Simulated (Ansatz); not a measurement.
AlPt:
Space group P2₁3 (No. 198); a = 4.868 Å, b = 4.868 Å, c = 4.868 Å, α = 90.00°, β = 90.00°, γ = 90.00°

```
atom  site  symmetry       x       y       z
----  ----  --------  ------  ------  ------
Al      4a       .3.  0.8442  0.8442  0.8442
Pt      4a       .3.  0.1541  0.1541  0.1541
```

Relaxed with PBEsol.

Which orbitals make up the states near the Fermi level in plane-wave PAW PBEsol (Ansatz code)?

Within 0.5 eV of the Fermi level: Al 3p 41 %, Pt 5d 39 %, Al 3s 9 %, Pt 6s 5 %, outside the projected shells 5 %. Projections are on Löwdin-orthogonalised atomic valence shells; empty p or d shells of many metals are not among them.

Tabulate the density of states.

States/eV per cell of 8 atoms, in 0.25 eV bins, energy from the Fermi level.

```csv
E (eV),total,Pt 5d,Al 3p,Al 3s
-7.85,1.96,0.41,0.64,0.57
-7.60,2.85,0.76,0.85,0.85
-7.35,3.63,1.25,1.02,0.93
-7.10,3.80,1.68,0.89,0.89
-6.85,4.95,2.75,0.80,1.04
-6.60,2.24,1.34,0.30,0.45
-6.35,3.40,1.72,0.85,0.47
-6.10,6.46,3.90,1.46,0.47
-5.85,4.75,3.02,1.07,0.25
-5.60,6.30,4.28,1.20,0.29
-5.35,6.16,4.70,0.97,0.18
-5.10,8.34,6.86,1.09,0.16
-4.85,14.86,12.81,1.36,0.23
-4.60,12.14,10.36,1.25,0.24
-4.35,5.41,4.52,0.64,0.09
-4.10,6.57,5.45,0.84,0.11
-3.85,10.17,8.51,1.29,0.14
-3.60,10.14,8.62,1.11,0.15
-3.35,8.16,6.87,0.91,0.13
-3.10,10.21,8.70,0.98,0.27
-2.85,9.86,8.57,0.84,0.21
-2.60,12.46,10.59,1.20,0.32
-2.35,7.25,6.01,0.81,0.15
-2.10,6.01,4.92,0.66,0.15
-1.85,4.85,3.79,0.64,0.14
-1.60,3.82,2.73,0.69,0.16
-1.35,2.56,1.53,0.72,0.11
-1.10,2.93,1.72,0.80,0.14
-0.85,3.71,1.91,1.16,0.26
-0.60,3.53,1.58,1.27,0.28
-0.35,3.76,1.40,1.59,0.33
-0.10,1.90,0.69,0.84,0.15
0.15,0.62,0.28,0.24,0.05
0.40,0.60,0.30,0.19,0.07
0.65,0.82,0.37,0.29,0.10
0.90,1.26,0.51,0.50,0.14
1.15,2.96,1.02,1.26,0.23
1.40,2.56,0.83,1.10,0.27
1.65,1.81,0.54,0.74,0.23
1.90,1.47,0.41,0.56,0.21
2.15,2.15,0.51,0.65,0.29
2.40,1.22,0.26,0.34,0.15
2.65,1.25,0.26,0.35,0.20
2.90,4.30,0.84,1.18,0.87
3.15,4.42,0.80,1.25,1.03
3.40,3.23,0.52,0.95,0.77
3.65,4.76,0.72,1.54,1.28
3.90,4.51,0.60,1.57,1.19
4.15,4.06,0.47,1.49,1.00
4.40,3.67,0.39,1.35,0.87
4.65,3.13,0.32,1.20,0.68
```

Space group P2_13. The first step of the workflow began from a Materials Project structure, measured or hypothetical; the Crystallography Open Database copy checked does not list it. With Al and Pt taken as one species the cell has the higher symmetry Pa-3, so it may be an ordered model of a mixed-site phase. Its standing as an ambient phase is unchecked. The cell was relaxed with PBEsol under the symmetry of its start; its stability against distortions is not shown here. No spin polarisation was allowed. Scalar-relativistic: spin–orbit coupling is off unless named, which matters more the heavier the elements.

Potentials: the earlier of the program's two PAW sets. The files were generated under PBE; for other functionals the program regenerates the frozen cores, and for LDA and PBEsol the local potential too.
